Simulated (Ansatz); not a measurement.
The start is a generated cell, Rb placed in the AFLOW prototype A_oP8_62_2c (A_c). The structure is fully relaxed (lattice and positions, P = 0) with r2SCAN (plane waves to 500 eV, PAW, scalar-relativistic; Ansatz, an electronic-structure program). First-step values are on the input's coarse k-mesh.

Ansatz input (later rounds restart from its end on a renewed k-mesh):
Ansatz 0.2 input:
```yaml
crystal:
  lattice:
    - [11.035489, 0, 0]
    - [0, 7.8223945, 0]
    - [0, 0, 8.094017]
  atoms:
    - { symbol: Rb, position: [0.464, 0.25, 0.292] }
    - { symbol: Rb, position: [0.964, 0.25, 0.208] }
    - { symbol: Rb, position: [0.536, 0.75, 0.708] }
    - { symbol: Rb, position: [0.036, 0.75, 0.792] }
    - { symbol: Rb, position: [0.181, 0.25, 0.658] }
    - { symbol: Rb, position: [0.681, 0.25, 0.842] }
    - { symbol: Rb, position: [0.819, 0.75, 0.342] }
    - { symbol: Rb, position: [0.319, 0.75, 0.158] }
basis: { ecutwfc: 500, ecutrho_ratio: 4, xc_grid: 4, fft_grid_basis: typed }
kpoints: { mp_grid: { grid: [3, 4, 4] } }
hamiltonian:
  xc: r2scan
  dispersion: none
  pseudopotentials: { kind: paw }
scf: { occupations: { method: fermi_dirac, width: 0.05 } }
relax: { f_tol: 0.01, max_steps: 100, cell: { stress_tol: 0.02 } }
output: { forces: true, stress: true }
```

- Outcome = The space group goes from Pnma (No. 62) to I4/mmm (No. 139), with 1 atom in the primitive cell
- Energy released = 0.08 eV/atom
- Volume change = +8.3 %, from 87.34 to 94.61 Å³/atom
- Optimiser moves = 9

It ends as:

Space group I4/mmm (No. 139); a = b = 5.7868 Å, c = 5.6506 Å, α = β = γ = 90.00°

```tsv
atom	site	symmetry	x	y	z
Rb	2b	4/mmm	0.0000	0.0000	0.5000
```
(The calculation used a cell of 1 atom; values per cell refer to that cell.)

Final values are on a 12×12×12 k-mesh of the relaxed cell. No spin polarisation in the result.

The run could not lose the symmetry of its start, so the end can be a saddle point.

The relaxed structure here is a generated cell of Rb: the first start was made by placing the elements on the sites of a structure type, and the end was not matched to a known phase here, so it may be hypothetical. Known forms of Rb include space group No. 229.
